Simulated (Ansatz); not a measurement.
PbS:
Space group F-43m (No. 216); a = b = c = 6.6475 Å, α = β = γ = 90.00°

```tsv
atom	site	symmetry	x	y	z
S	4c	-43m	0.2500	0.2500	0.2500
Pb	4a	-43m	0.0000	0.0000	0.0000
```
(The calculation used a cell of 2 atoms; values per cell refer to that cell.)

Relaxed with PBE.

### Question
Decompose the optical modes at the zone centre into irreducible representations, and say which are infrared and Raman allowed.

### Answer
Point group -43m: Γ_opt = T2. Infrared: T2. Raman: T2.

### Question
Assign frequencies (DFPT, PBE (plane waves, PAW; program Ansatz); without the LO–TO term).

### Answer
T2 169 cm⁻¹.

A made-up cell: these elements were put on the sites of a structure type; neither database checked (COD, Materials Project) lists it. It is not the phase usual at ambient conditions (space group No. 225). The cell was relaxed with PBE under the symmetry of its start. At this level the phase is mechanically unstable. Scalar-relativistic: spin–orbit coupling is off unless named, which matters more the heavier the elements.

Potentials: the later of the program's two PAW sets.
